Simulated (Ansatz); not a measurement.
PbO2:
Space group P4₂/mnm (No. 136); a = b = 5.0815 Å, c = 3.4436 Å, α = β = γ = 90.00°

| atom | site | symmetry | x | y | z |
|---|---|---|---|---|---|
| Pb | 2a | m.mm | 0.0000 | 0.0000 | 0.0000 |
| O | 4f | m.2m | 0.3080 | 0.3080 | 0.0000 |

Relaxed at zero pressure with DFT-PBE in the program Ansatz with PAW potentials.

Question: The volume is lowered by 6 % and shape and atoms relax at that volume. What pressure results, and how do the axes share the change?

Answer: 7.9 GPa; a -2.8 %, b -2.8 %, c -0.4 %; the energy rises by 20 meV/atom.

Question: Give the new structure.

Answer: 
Space group P4₂/mnm (No. 136); a = b = 4.937 Å, c = 3.429 Å, α = β = γ = 90.00°

```
atom  site  symmetry       x       y       z
----  ----  --------  ------  ------  ------
Pb      2a      m.mm  0.0000  0.0000  0.0000
O       4f      m.2m  0.3071  0.3071  0.0000
```

The phase is kept; no other phase was compared at this pressure.

Space group P4_2/mnm (rutile). Symmetry was held in the PBE relaxation; of distortions, only those at the zone centre were tested. Scalar-relativistic: spin–orbit coupling is off unless named, which matters more the heavier the elements.

Potentials: the later of the program's two PAW sets.
